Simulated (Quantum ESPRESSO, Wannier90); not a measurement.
# Wannierisation of ZrO2 (fluorite)

Materials Project entry mp-1565; symmetrised, unrelaxed at this level. COD (Crystallography Open Database) records the formula in this space group. Ideal cubic forms of this type are often high-temperature phases that distort on cooling; symmetry holds the cell here, and its stability was not tested. Level: PBEsol, spinors with spin-orbit coupling; pw.x of Quantum ESPRESSO at 68 Ry with PseudoDojo potentials, 8×8×8 k-points, Wannier90. Density: 10×10×10 mesh, cold smearing 0.01 Ry.

On the energy scale of pw.x, whose zero is arbitrary, the valence-band maximum lies at 12.09 eV.

Input w.win:

```
num_bands = 42
num_wann = 22
exclude_bands = 1-12
spinors = true
num_iter = 1000
conv_tol = 1.0e-6
conv_window = 4
dis_num_iter = 1000
dis_conv_tol = 1.0e-6
dis_froz_max = 16.88
trial_step = 0.5
write_hr = true
write_u_matrices = true
begin projections
f=0.01443,-0.01324,-0.00153: d
f=0.25704,0.26127,0.23628: p
f=-0.26102,-0.25660,-0.23546: p
end projections
begin unit_cell_cart
ang
    0.0000000000    2.5450750000    2.5450750000
    2.5450750000    0.0000000000    2.5450750000
    2.5450750000    2.5450750000    0.0000000000
end unit_cell_cart
begin atoms_frac
Zr   0.0000000000  0.0000000000  0.0000000000
O    0.2500000000  0.2500000000  0.2500000000
O   -0.2500000000 -0.2500000000 -0.2500000000
end atoms_frac
mp_grid = 8 8 8
begin kpoints
0.0000000000 0.0000000000 0.0000000000
0.0000000000 0.0000000000 0.1250000000
0.0000000000 0.0000000000 0.2500000000
... (509 more lines: the 8x8x8 mesh through Gamma)
end kpoints
```

Input of pw2wannier90.x that gives the overlap and projection files (equivalent; here they were cut from one run over all bands):

```
&inputpp
  outdir = './out'
  prefix = 'pwscf'
  seedname = 'w'
  write_amn = .true.
  write_mmn = .true.
/
```

Output w.wout (banner and timings cut):

```
                                    ------
                                    SYSTEM
                                    ------

                              Lattice Vectors (Ang)
                    a_1     0.000000   2.545075   2.545075
                    a_2     2.545075   0.000000   2.545075
                    a_3     2.545075   2.545075   0.000000

                   Unit Cell Volume:      32.97097  (Ang^3)

                        Reciprocal-Space Vectors (Ang^-1)
                    b_1    -1.234381   1.234381   1.234381
                    b_2     1.234381  -1.234381   1.234381
                    b_3     1.234381   1.234381  -1.234381

 *----------------------------------------------------------------------------*
 |   Site       Fractional Coordinate          Cartesian Coordinate (Ang)     |
 +----------------------------------------------------------------------------+
 | zr   1   0.00000   0.00000   0.00000   |    0.00000   0.00000   0.00000    |
 | o    1   0.25000   0.25000   0.25000   |    1.27254   1.27254   1.27254    |
 | o    2  -0.25000  -0.25000  -0.25000   |   -1.27254  -1.27254  -1.27254    |
 *----------------------------------------------------------------------------*
                                ------------
                                K-POINT GRID
                                ------------

             Grid size =  8 x  8 x  8      Total points =  512

 *---------------------------------- MAIN ------------------------------------*
 |  Number of Wannier Functions               :                22             |
 |  Number of Objective Wannier Functions     :                22             |
 |  Number of input Bloch states              :                42             |
 |  Output verbosity (1=low, 5=high)          :                 1             |
 |  Timing Level (1=low, 5=high)              :                 1             |
 |  Optimisation (0=memory, 3=speed)          :                 3             |
 |  Length Unit                               :               Ang             |
 |  Post-processing setup (write *.nnkp)      :                 F             |
 |  Using Gamma-only branch of algorithms     :                 F             |
 *----------------------------------------------------------------------------*
 *------------------------------- WANNIERISE ---------------------------------*
 |  Total number of iterations                :              1000             |
 |  Number of CG steps before reset           :                 5             |
 |  Trial step length for line search         :             0.500             |
 |  Convergence tolerence                     :         0.100E-05             |
 |  Convergence window                        :                 4             |
 |  Iterations between writing output         :                 1             |
 |  Iterations between backing up to disk     :               100             |
 |  Write r^2_nm to file                      :                 F             |
 |  Write xyz WF centres to file              :                 F             |
 |  Write on-site energies <0n|H|0n> to file  :                 F             |
 |  Use guiding centre to control phases      :                 F             |
 |  Use phases for initial projections        :                 F             |
 *----------------------------------------------------------------------------*
 *------------------------------- DISENTANGLE --------------------------------*
 |  Using band disentanglement                :                 T             |
 |  Total number of iterations                :              1000             |
 |  Mixing ratio                              :             0.500             |
 |  Convergence tolerence                     :         1.000E-06             |
 |  Convergence window                        :                 3             |
 *----------------------------------------------------------------------------*
 *-------------------------------- PLOTTING ----------------------------------*
 |  Plotting Hamiltonian in WF basis          :                 T             |
 *----------------------------------------------------------------------------*

 *---------------------------------- K-MESH ----------------------------------*
 +----------------------------------------------------------------------------+
 |                    Distance to Nearest-Neighbour Shells                    |
 |                    ------------------------------------                    |
 |          Shell             Distance (Ang^-1)          Multiplicity         |
 |          -----             -----------------          ------------         |
 |             1                   0.267251                      8            |
 |             2                   0.308595                      6            |
 |             3                   0.436420                     12            |
 |             4                   0.511747                     24            |
 |             5                   0.534503                      8            |
 |             6                   0.617191                      6            |
 |             7                   0.672568                     24            |
 |             8                   0.690040                     24            |
       ... (lines left out)
 +----------------------------------------------------------------------------+
 | The b-vectors are chosen automatically                                     |
 | The following shells are used:                       1                     |
 +----------------------------------------------------------------------------+
 |                        Shell   # Nearest-Neighbours                        |
 |                        -----   --------------------                        |
 |                          1               8                                 |
 +----------------------------------------------------------------------------+
 | Completeness relation is fully satisfied [Eq. (B1), PRB 56, 12847 (1997)]  |
 +----------------------------------------------------------------------------+
 |                  b_k Vectors (Ang^-1) and Weights (Ang^2)                  |
 |                  ----------------------------------------                  |
 |            No.         b_k(x)      b_k(y)      b_k(z)        w_b           |
 |            ---        --------------------------------     --------        |
 |             1         0.154298    0.154298   -0.154298     5.250388        |
 |             2         0.154298   -0.154298    0.154298     5.250388        |
 |             3        -0.154298    0.154298    0.154298     5.250388        |
 |             4         0.154298    0.154298    0.154298     5.250388        |
 |             5        -0.154298   -0.154298    0.154298     5.250388        |
 |             6        -0.154298    0.154298   -0.154298     5.250388        |
 |             7         0.154298   -0.154298   -0.154298     5.250388        |
 |             8        -0.154298   -0.154298   -0.154298     5.250388        |
 +----------------------------------------------------------------------------+
 |                           b_k Directions (Ang^-1)                          |
 |                           -----------------------                          |
 |            No.           x           y           z                         |
 |            ---        --------------------------------                     |
 |             1         0.154298    0.154298   -0.154298                     |
 |             2         0.154298   -0.154298    0.154298                     |
 |             3        -0.154298    0.154298    0.154298                     |
 |             4         0.154298    0.154298    0.154298                     |
 +----------------------------------------------------------------------------+

 Starting a new Wannier90 calculation ...

 Reading overlaps from w.mmn

 Reading projections from w.amn

 *------------------------------- DISENTANGLE --------------------------------*
 +----------------------------------------------------------------------------+
 |                              Energy  Windows                               |
 |                              ---------------                               |
 |                   Outer:    6.08601  to   40.15458  (eV)                   |
 |                   Inner:    6.08601  to   16.88000  (eV)                   |
 +----------------------------------------------------------------------------+
   Number of target bands to extract:   22

                   Unitarised projection of Wannier functions
                   ------------------------------------------
   A_mn = <psi_m|g_n> --> S = A.A^+ --> U = S^-1/2.A
   In dis_project... done
   Using an inner window (linner = T)
   In dis_proj_froz... done

                   Extraction of optimally-connected subspace
                   ------------------------------------------
 +---------------------------------------------------------------------+<-- DIS
 |  Iter     Omega_I(i-1)      Omega_I(i)      Delta (frac.)           |<-- DIS
 +---------------------------------------------------------------------+<-- DIS
       1      21.85128102      21.56159803       1.344E-02    <-- DIS
       2      21.68627241      21.47166573       9.995E-03    <-- DIS
       3      21.57024217      21.40604328       7.671E-03    <-- DIS
       4      21.48232669      21.35596205       5.917E-03    <-- DIS
       5      21.41536723      21.31685906       4.621E-03    <-- DIS
       6      21.36380039      21.28579401       3.665E-03    <-- DIS
       ... (lines left out)
     101      21.11754714      21.11750764       1.870E-06    <-- DIS
       ... (lines left out)
     113      21.11739691      21.11737582       9.988E-07    <-- DIS
     114      21.11738756      21.11736751       9.496E-07    <-- DIS
     115      21.11737859      21.11735952       9.031E-07    <-- DIS

             <<<      Delta < 1.000E-06  over  3 iterations     >>>
             <<< Disentanglement convergence criteria satisfied >>>

        Final Omega_I    21.11735952 (Ang^2)

 +----------------------------------------------------------------------------+

 Writing checkpoint file w.chk... done

 *------------------------------- WANNIERISE ---------------------------------*
 +--------------------------------------------------------------------+<-- CONV
 | Iter  Delta Spread     RMS Gradient      Spread (Ang^2)            |<-- CONV
 +--------------------------------------------------------------------+<-- CONV

 ------------------------------------------------------------------------------
 Initial State
  WF centre and spread    1  (  0.000374, -0.000426,  0.000041 )     1.55607418
  WF centre and spread    2  (  0.000374, -0.000426,  0.000041 )     1.55607418
  WF centre and spread    3  ( -0.001324, -0.000335,  0.000219 )     1.08777201
  WF centre and spread    4  ( -0.001324, -0.000335,  0.000219 )     1.08777202
  WF centre and spread    5  (  0.000325,  0.001182,  0.000097 )     1.08772912
  WF centre and spread    6  (  0.000325,  0.001182,  0.000097 )     1.08772911
  WF centre and spread    7  ( -0.000588,  0.000388, -0.000103 )     1.55610997
  WF centre and spread    8  ( -0.000588,  0.000388, -0.000103 )     1.55610997
  WF centre and spread    9  ( -0.001122,  0.000969, -0.000029 )     1.08840762
  WF centre and spread   10  ( -0.001122,  0.000969, -0.000029 )     1.08840761
  WF centre and spread   11  (  1.272242,  1.272362,  1.273502 )     0.73250344
  WF centre and spread   12  (  1.272242,  1.272362,  1.273502 )     0.73250344
  WF centre and spread   13  (  1.272280,  1.272256,  1.273695 )     0.73204550
  WF centre and spread   14  (  1.272280,  1.272256,  1.273695 )     0.73204550
  WF centre and spread   15  (  1.272350,  1.272415,  1.273641 )     0.73210305
  WF centre and spread   16  (  1.272350,  1.272415,  1.273641 )     0.73210304
  WF centre and spread   17  ( -1.272255, -1.272179, -1.273468 )     0.73238955
  WF centre and spread   18  ( -1.272255, -1.272179, -1.273468 )     0.73238955
  WF centre and spread   19  ( -1.272309, -1.272286, -1.273592 )     0.73196067
  WF centre and spread   20  ( -1.272309, -1.272286, -1.273592 )     0.73196067
  WF centre and spread   21  ( -1.272165, -1.272238, -1.273659 )     0.73197811
  WF centre and spread   22  ( -1.272165, -1.272238, -1.273659 )     0.73197810
  Sum of centres and spreads ( -0.004385,  0.004216,  0.000692 )    21.53814640

      0     0.215E+02     0.0000000000       21.5381463990  <-- CONV
        O_D=      0.0026024 O_OD=      0.4181845 O_TOT=     21.5381464 <-- SPRD
 ------------------------------------------------------------------------------
      1    -0.319E-01     0.0696668503       21.5062636023  <-- CONV
        O_D=      0.0015819 O_OD=      0.3873222 O_TOT=     21.5062636 <-- SPRD
      2    -0.879E-02     0.0495240780       21.4974784443  <-- CONV
        O_D=      0.0014084 O_OD=      0.3787106 O_TOT=     21.4974784 <-- SPRD
      3    -0.505E-02     0.0411017265       21.4924249851  <-- CONV
        O_D=      0.0013263 O_OD=      0.3737392 O_TOT=     21.4924250 <-- SPRD
      4    -0.353E-02     0.0364586283       21.4888982119  <-- CONV
        O_D=      0.0013421 O_OD=      0.3701966 O_TOT=     21.4888982 <-- SPRD
      5    -0.261E-02     0.0309926929       21.4862895373  <-- CONV
        O_D=      0.0013223 O_OD=      0.3676077 O_TOT=     21.4862895 <-- SPRD
       ... (lines left out)
     19    -0.426E-06     0.0005241375       21.4841293825  <-- CONV
        O_D=      0.0011699 O_OD=      0.3656000 O_TOT=     21.4841294 <-- SPRD
     20    -0.273E-06     0.0003485146       21.4841291091  <-- CONV
        O_D=      0.0011699 O_OD=      0.3655997 O_TOT=     21.4841291 <-- SPRD
     21    -0.166E-06     0.0003010980       21.4841289431  <-- CONV
        O_D=      0.0011699 O_OD=      0.3655995 O_TOT=     21.4841289 <-- SPRD
             <<<     Delta < 1.000E-06  over  4 iterations     >>>
             <<< Wannierisation convergence criteria satisfied >>>
 Final State
  WF centre and spread    1  (  0.000080, -0.000072, -0.000011 )     1.54534906
  WF centre and spread    2  (  0.000080, -0.000072, -0.000011 )     1.54534906
  WF centre and spread    3  ( -0.001195,  0.000000,  0.000154 )     1.08844547
  WF centre and spread    4  ( -0.001195,  0.000000,  0.000154 )     1.08844548
  WF centre and spread    5  ( -0.000001,  0.001082,  0.000104 )     1.08844202
  WF centre and spread    6  ( -0.000001,  0.001082,  0.000104 )     1.08844201
  WF centre and spread    7  (  0.000033, -0.000039, -0.000009 )     1.54532987
  WF centre and spread    8  (  0.000033, -0.000039, -0.000009 )     1.54532987
  WF centre and spread    9  ( -0.001118,  0.001006, -0.000000 )     1.08848111
  WF centre and spread   10  ( -0.001118,  0.001006, -0.000000 )     1.08848111
  WF centre and spread   11  (  1.272518,  1.272469,  1.273001 )     0.73101410
  WF centre and spread   12  (  1.272518,  1.272469,  1.273001 )     0.73101410
  WF centre and spread   13  (  1.272621,  1.272491,  1.272739 )     0.73099279
  WF centre and spread   14  (  1.272621,  1.272491,  1.272739 )     0.73099279
  WF centre and spread   15  (  1.272497,  1.272270,  1.272752 )     0.73099802
  WF centre and spread   16  (  1.272497,  1.272270,  1.272752 )     0.73099802
  WF centre and spread   17  ( -1.272452, -1.272504, -1.272995 )     0.73101149
  WF centre and spread   18  ( -1.272452, -1.272504, -1.272995 )     0.73101149
  WF centre and spread   19  ( -1.272213, -1.272483, -1.272735 )     0.73100323
  WF centre and spread   20  ( -1.272213, -1.272483, -1.272735 )     0.73100323
  WF centre and spread   21  ( -1.272473, -1.272573, -1.272722 )     0.73099731
  WF centre and spread   22  ( -1.272473, -1.272573, -1.272722 )     0.73099731
  Sum of centres and spreads ( -0.003407,  0.003296,  0.000553 )    21.48412894

         Spreads (Ang^2)       Omega I      =    21.117359523
        ================       Omega D      =     0.001169885
                               Omega OD     =     0.365599535
    Final Spread (Ang^2)       Omega Total  =    21.484128943
```
